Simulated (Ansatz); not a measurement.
# Property card for MgO

MgO:
```
MgO
1.0
    3.25626     0.00000     0.00000
   -1.62813     2.82000     0.00000
    0.00000     0.00000    15.48643
Mg O
6 6
Direct
  0.66667   0.33333   0.64803
  0.66667   0.33333   0.97924
  0.33333   0.66667   0.81363
  0.33333   0.66667   0.48184
  0.33333   0.66667   0.14744
  0.00000   0.00000   0.31364
  0.66667   0.33333   0.85175
  0.66667   0.33333   0.52051
  0.33333   0.66667   0.01862
  0.33333   0.66667   0.68615
  0.33333   0.66667   0.35303
  0.00000   0.00000   0.18611
```

Space group P3m1 (No. 156); conventional cell a = b = 3.2563 Å, c = 15.4864 Å, α = β = 90.00°, γ = 120.00°.

Method: r²SCAN (plane waves, PAW; program Ansatz). Geometry: relaxed at this level of theory. Other levels are named where they apply.

**Cell and energy**

```
Item                                                           Value
-----------------------------------------------------  -------------
Volume per atom                                             11.85 Å³
Density                                                   2.82 g/cm³
Formation energy from the elements (no fitted shifts)  -2.82 eV/atom
```

**Electronic structure**

```
Quantity                                                  Result
----------------------------  ----------------------------------
Band gap                                        4.28 eV (direct)
Valence-band maximum                                        at Γ
Conduction-band minimum                                     at Γ
Electron effective mass                      0.36 mₑ (isotropic)
Hole effective mass           0.42, 10, 10 mₑ (principal values)
HSE06 gap on the r²SCAN cell                             5.22 eV
```

**Mechanics**

```
Quantity                                                                                                                  Value
-----------------------------------------------------------  ------------------------------------------------------------------
Bulk modulus (Birch–Murnaghan fit)                                                                                      125 GPa
Pressure derivative B′                                                                                                      3.8
Elastic constants (relaxed ions, GPa)                        C11 = 202, C12 = 105, C13 = 83.6, C14 = 0.0, C33 = 185, C44 = 53.8
Mechanical stability                                                                     stable (all eigenvalues of C positive)
Hill bulk and shear moduli                                                                                     125 and 52.2 GPa
Young's modulus                                                                                                         137 GPa
Poisson's ratio                                                                                                            0.32
Debye temperature from the elastic constants                                                                              628 K
Piezoelectric stress constants (proper, relaxed ions, C/m²)                     e15 = e24 = 0.41, e31 = e32 = 0.58, e33 = -1.37
```

**Dielectric response**

```
Item                                                                            Result
--------------------------------------------------------  ----------------------------
Electronic dielectric constant ε∞ (DFPT)                     2.81 (xx = yy), 2.86 (zz)
Static dielectric constant ε0 (ions relaxed, cell fixed)     5.43 (xx = yy), 6.11 (zz)
Born charges (a third of the trace)                       Mg +1.82 to +1.84, O -1.83 e
Largest static χ(2) component                                                 4.0 pm/V
```

**Phonons**

```
Quantity                                                            Result
--------------------------------------------------  ----------------------
Highest zone-centre frequency (without LO–TO term)               685 cm^-1
Zone-centre stability                               no imaginary mode at Γ
```

**Charges**

```
Item                         Value
-------------  -------------------
Bader charges  Mg +1.73, O -1.73 e
```

The first step of the workflow began from a Materials Project structure, measured or hypothetical; the Crystallography Open Database copy checked does not list it. It is not the phase usual at ambient conditions (space group No. 225). The r²SCAN relaxation kept the symmetry of its start. Signs of piezoelectric constants follow the polarity of the cell as given. The references are the lowest solids computed at this level, not always the standard phases (solids in place of the gases).

Potentials: the later of the program's two PAW sets.
